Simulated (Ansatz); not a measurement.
Computed properties of Ca2SeO (ordering on rocksalt)

All numbers come from Ansatz. Note: simulated data, non-magnetic, for a generated structure that need not be the stable one.

The cell is an ordered 4-atom cell of Ca2SeO on the rocksalt lattice (R-3m); cell and atoms were relaxed with r2SCAN. The symmetry is R-3m (No. 166, trigonal); a = 3.769 Å, c = 18.876 Å in the conventional setting, 19.35 Å³ an atom. Around O lie 6 Ca at 2.54 Å; around Se lie 6 Ca at 2.85 Å; around Ca lie 3 O at 2.54 Å and 3 Se at 2.85 Å.

```xyz
4
Lattice="1.8846 1.0881 6.2920 -1.8846 1.0881 6.2920 0.0000 -2.1762 6.2920" Properties=species:S:1:pos:R:3 pbc="T T T"
O     1.8846    1.0881    6.2920
Se    0.0000    0.0000    9.4380
Ca    0.0000    0.0000    4.9828
Ca    0.0000    0.0000   13.8933
```

Relaxed lattice by functional, symmetry kept:
```
functional  k mesh  a (Å)   c (Å)  volume (Å³/atom)
       PBE   8×8×8  3.787  19.034             19.70
    r2SCAN   8×8×8  3.769  18.876             19.35
```

On this one geometry the levels give:
```csv
level,k mesh,gap (eV),kind,edges,least direct gap (eV),rough cost
PBE,8×8×8,1.69,indirect,Γ → F,2.22,18 core-seconds
PBE+SOC,8×8×8,1.56,indirect,Γ → F,2.09,100 core-seconds
r2SCAN,8×8×8,2.11,indirect,Γ → F,2.76,30 core-seconds
HSE06,6×6×6,2.69,indirect,Γ → F,3.10,14 core-minutes
PBE0,6×6×6,3.38,indirect,Γ → F,3.77,13 core-minutes
"G0W0@PBE (231 empty bands, 120 eV, 4×4×4)",4×4×4,3.38,–,Γ → F (mesh),–,6 core-minutes
```
PBE: smearing of 0.02 eV; the others have fixed occupations.
Wave cutoffs: 420 eV, 500 eV (r2SCAN).
The G0W0 gap is PBE's gap over the path plus the quasiparticle shift read on the mesh. The G0W0 figures hold for the stated bands, cutoff and mesh and aren't extrapolated.
Costs come from shared machines and give only the order; PBE's includes the band path.

The HSE06 gap is indirect, 2.69 eV (Γ to F), below the direct gap of 3.10 eV at Γ. Spin-orbit coupling changes the PBE gap by -0.12 eV, to 1.56 eV.

Set against the finite-basis gap of 3.38 eV from G0W0@PBE (231 empty bands, 120 eV, 4×4×4), the closest functional is PBE0, which differs by 0.00 eV, at about 25 times r2SCAN's cost; G0W0 itself took about 11 times r2SCAN's cost. The others: HSE06 -0.69, r2SCAN -1.27, PBE -1.69 eV. The yardstick's own error is a tenth of an eV or more. r2SCAN covers 42 % of the step from PBE to HSE06, while HSE06 needs about 27 times r2SCAN's cost (on a coarser mesh). For gaps to 0.1 eV, spin-orbit coupling (up to 0.12 eV here) has to be included. Among these functionals the gap stays indirect.

r2SCAN (ground state on 6×6×6): The clamped-ion dielectric constant comes out as 4.76 along x and y, 4.56 along z. Born charges, averaged over directions: O -2.60, Se -2.12, Ca +2.36 e.

Only the levels marked +SOC include spin-orbit coupling.
